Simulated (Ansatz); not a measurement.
Data:

WS2:
```cif
data_S4W2
_chemical_formula_sum 'W2 S4'
_space_group_name_H-M_alt 'P 1'
_space_group_IT_number 1
_cell_length_a 3.12713
_cell_length_b 3.12713
_cell_length_c 12.15764
_cell_angle_alpha 90.000
_cell_angle_beta 90.000
_cell_angle_gamma 120.000
loop_
_space_group_symop_operation_xyz
  'x, y, z'
loop_
_atom_site_label
_atom_site_type_symbol
_atom_site_fract_x
_atom_site_fract_y
_atom_site_fract_z
_atom_site_occupancy
W1 W 0.33333 0.66667 0.25000 1
W2 W 0.66667 0.33333 0.75000 1
S1 S 0.33333 0.66667 0.62152 1
S2 S 0.66667 0.33333 0.37848 1
S3 S 0.66667 0.33333 0.12152 1
S4 S 0.33333 0.66667 0.87848 1
```

This is the LDA-relaxed structure.

Question: All from LDA in the plane-wave PAW code Ansatz, unless another level is named. Predict the static dielectric constant ε0 (ions relaxed, cell fixed).

Answer: 14.2 (xx = yy), 6.82 (zz).

Question: Give the Born charges (a third of the trace).

Answer: W -0.67, S +0.34 e.

Question: Next, the electronic dielectric constant ε∞ (DFPT)?

Answer: 14.1 (xx = yy), 6.78 (zz).

Space group P6_3/mmc. Symmetry was held in the LDA relaxation; phonons on a q-mesh show no instability. No spin polarisation was allowed. A crystal of weakly bound layers computed without a dispersion correction: the cell and the soft elastic constants depend strongly on that. Spin–orbit coupling is left out wherever it is not named.

Potentials: the earlier of the program's two PAW sets.
